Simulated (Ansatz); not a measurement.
A relaxation computed with Ansatz, from input to last step.

```yaml
crystal:
  lattice:
    - [3.0451014298, 0.0, 0.0]
    - [-1.5225507149, 2.6371351953, 0.0]
    - [0.0, 0.0, 3.2879002149]
  atoms:
    - { symbol: B, position: [0.3333333333, 0.6666666667, 0.5] }
    - { symbol: B, position: [0.6666666667, 0.3333333333, 0.5] }
    - { symbol: Pt, position: [0.0, 0.0, 0.0] }
basis:
  ecutwfc: 420
kpoints:
  mp_grid: { grid: [6, 6, 6] }
hamiltonian:
  xc: pbe
scf:
  occupations: { method: gaussian, width: 0.1 }
  lower_state_search: "off"
output:
  forces: true
  stress: true
  eigenvalues: true
relax:
  adjacent_minimum: "off"
  f_tol: 0.04
  max_steps: 70
  cell: { stress_tol: 0.4 }
```

```bash
ansatz run input.yaml --threads 1 --pin off --max-ram 2560MiB --backend cpu --events-out ev --progress --plain --runs-dir out
```

Level of theory: DFT PBE, scalar-relativistic, plane waves, PAW (Ansatz).

Of 8 frames 7 are shown, positions in Å and forces in eV/Å; the SCF threshold varies from step to step. Steps run on the plane waves of an earlier cell, with a Pulay correction in the pressure. The basis is chosen afresh for the last frame, the zero of the energies, and at times for earlier ones too; energy and pressure step there, also at an unchanged geometry. Here that happened at step 6 (-2 meV/atom, 0.3 GPa); the frames before carry an error of that size.

```xyz
3
Lattice="3.0451 0.0000 0.0000 -1.5226 2.6371 0.0000 0.0000 0.0000 3.2879" Properties=species:S:1:pos:R:3:forces:R:3 pbc="T T T" step=1 free_energy_over_end_meV_per_atom=79.18 pressure_GPa=24.43
B     0.0000    1.7581    1.6440    0.0000    0.0000    0.0000
B     1.5226    0.8790    1.6440    0.0000    0.0000    0.0000
Pt    0.0000    0.0000    0.0000    0.0000    0.0000    0.0000
3
Lattice="3.0917 0.0000 0.0000 -1.5459 2.6775 0.0000 0.0000 0.0000 3.4486" Properties=species:S:1:pos:R:3:forces:R:3 pbc="T T T" step=2 free_energy_over_end_meV_per_atom=13.45 pressure_GPa=3.63
B     0.0000    1.7850    1.7243    0.0000    0.0000    0.0000
B     1.5459    0.8925    1.7243    0.0000    0.0000    0.0000
Pt    0.0000    0.0000    0.0000    0.0000    0.0000    0.0000
3
Lattice="3.0860 0.0000 0.0000 -1.5430 2.6725 0.0000 0.0000 0.0000 3.5313" Properties=species:S:1:pos:R:3:forces:R:3 pbc="T T T" step=3 free_energy_over_end_meV_per_atom=5.92 pressure_GPa=0.15
B     0.0000    1.7817    1.7656    0.0000    0.0000    0.0000
B     1.5430    0.8908    1.7656    0.0000    0.0000    0.0000
Pt    0.0000    0.0000    0.0000    0.0000    0.0000    0.0000
3
Lattice="3.0639 0.0000 0.0000 -1.5319 2.6534 0.0000 0.0000 0.0000 3.6217" Properties=species:S:1:pos:R:3:forces:R:3 pbc="T T T" step=4 free_energy_over_end_meV_per_atom=2.81 pressure_GPa=-0.92
B     0.0000    1.7689    1.8108    0.0000    0.0000    0.0000
B     1.5319    0.8845    1.8108    0.0000    0.0000    0.0000
Pt    0.0000    0.0000    0.0000    0.0000    0.0000    0.0000
3
Lattice="3.0554 0.0000 0.0000 -1.5277 2.6461 0.0000 0.0000 0.0000 3.6266" Properties=species:S:1:pos:R:3:forces:R:3 pbc="T T T" step=5 free_energy_over_end_meV_per_atom=2.58 pressure_GPa=0.20
B     0.0000    1.7640    1.8133    0.0000    0.0000    0.0000
B     1.5277    0.8820    1.8133    0.0000    0.0000    0.0000
Pt    0.0000    0.0000    0.0000    0.0000    0.0000    0.0000
3
Lattice="3.0554 0.0000 0.0000 -1.5277 2.6461 0.0000 0.0000 0.0000 3.6266" Properties=species:S:1:pos:R:3:forces:R:3 pbc="T T T" step=6 free_energy_over_end_meV_per_atom=0.15 pressure_GPa=0.48
B     0.0000    1.7640    1.8133    0.0000    0.0000    0.0000
B     1.5277    0.8820    1.8133    0.0000    0.0000    0.0000
Pt    0.0000    0.0000    0.0000    0.0000    0.0000    0.0000
3
Lattice="3.0536 0.0000 0.0000 -1.5268 2.6445 0.0000 0.0000 0.0000 3.6421" Properties=species:S:1:pos:R:3:forces:R:3 pbc="T T T" step=8 free_energy_over_end_meV_per_atom=0.00 pressure_GPa=0.07
B     0.0000    1.7630    1.8211    0.0000    0.0000    0.0000
B     1.5268    0.8815    1.8211    0.0000    0.0000    0.0000
Pt    0.0000    0.0000    0.0000    0.0000    0.0000    0.0000
```

The start puts this composition into another compound's structure type, which needn't suit it. At the end the space group is P6/mmm (tolerance 0.05 Å).

The run took 9.7 s on 1 thread of AMD EPYC 7R43 64-Core Processor (Zen 3), on a shared host, peak memory 0.35 GiB.

The k mesh is coarse. Spin–orbit coupling is left out, which can shift energies with elements as heavy as these.